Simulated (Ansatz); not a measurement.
**AlNi: phonon runs at many settings, some unsound**

Computed with Ansatz, DFT LDA, scalar-relativistic, plane waves, PAW. Cutoff 420 eV, 16×16×14 k-points (Γ-centred), Fermi-Dirac smearing of 0.15 eV. No spin polarisation. Phonons by linear response, acoustic sum rule imposed.

Equilibrium structure at this level:
```xyz
2
Lattice="2.0029 -2.0029 0.0000 2.0029 2.0029 0.0000 0.0000 0.0000 2.8351" Properties=species:S:1:pos:R:3 pbc="T T T"
Al    0.0000    0.0000    0.0000
Ni    2.0029    0.0000    1.4176
```

In a metal, frequencies and elastic constants depend on the k mesh and the smearing, soft modes and shear constants most. Spin polarisation was left out, and a magnetic state may lie lower.

At these settings the run gives the optical modes at Γ (cm⁻¹, by rank, those that always equal the one before left out, no LO field; i marks imaginary):
```json
{"setting": "reference run", "mode 1": "307", "mode 2": "307"}
```

**Question.** One thing at a time is changed: cutoff 800 eV; no empty bands; XC grid level 3; SCF threshold 0.01 eV; k mesh 1×1×1; occupations fermi-dirac, width 0.05 eV; field response asked for; finite displacements of 0.1 Å in the cell itself; mixing β = 1.5. Some runs at doubtful settings were capped at 50 to 100 SCF iterations. What does each run give?

**Answer.**
| setting | mode 1 | mode 2 |
| --- | --- | --- |
| cutoff 800 eV | 307 | 307 |
| no empty bands | input refused | – |
| XC grid level 3 | 307 | 307 |
| SCF threshold 0.01 eV | 307 | 307 |
| k mesh 1×1×1 | 105 | 106 |
| occupations fermi-dirac, width 0.05 eV | 307 | 307 |
| field response asked for | input refused | – |
| finite displacements of 0.1 Å in the cell itself | 307 | 307 |
| mixing β = 1.5 | input refused | – |
The reference run stands for the crystal at ordinary settings. Unsound on purpose: no empty bands; SCF threshold 0.01 eV; k mesh 1×1×1; field response asked for; mixing β = 1.5. No effect at these digits: cutoff 800 eV; XC grid level 3; SCF threshold 0.01 eV; occupations fermi-dirac, width 0.05 eV; finite displacements of 0.1 Å in the cell itself.

Cost: 10 runs of about 11 core-minutes in all, on Arm Neoverse V2 (shared hosts).